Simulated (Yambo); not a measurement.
A G0W0@PBEsol run in Yambo for ZnS (zinc blende, space group F-43m, No. 216) under isotropic strain of +1 % on all lattice vectors (4×4×4 Γ-centred k mesh, bands 5 to 151 and a 14 Ry block in the screening, 151 bands in G with the Bruneval-Gonze terminator, plasmon pole fitted at 27.2 eV) gives these matrix elements, in eV, at the band edges (Γ → Γ):

```json
[
 {"state": "valence edge", "E0": "0.000", "<Vxc>": "-16.629", "<Σx>": "-19.955", "<Σc(E0)>": "1.953", "Z": "0.787"},
 {"state": "conduction edge", "E0": "1.964", "<Vxc>": "-11.558", "<Σx>": "-7.172", "<Σc(E0)>": "-4.093", "Z": "0.811"}
]
```

Problem. Solve the linearised quasiparticle equation for both states, give the gap, and say how exchange and correlation each act on it.

Solution. E = E0 + Z(Σx + Σc − Vxc). Valence: 0.000 + 0.787 × (-19.955 + (1.953) − (-16.629)) = -1.08 eV. Conduction: 1.964 + 0.811 × (-7.172 + (-4.093) − (-11.558)) = 2.20 eV. The gap is 3.28 eV, against 1.96 eV in PBEsol. Replacing Vxc by bare exchange alone would open it by 7.71 eV; correlation takes back 6.05 eV of that, and Z scales what is left. Convergence of the G0W0 settings was not tested. 

Geometry strained from the cell relaxed with PBEsol, atoms relaxed again; primitive cell a = b = c = 3.8248 Å, α = β = γ = 60.00°.
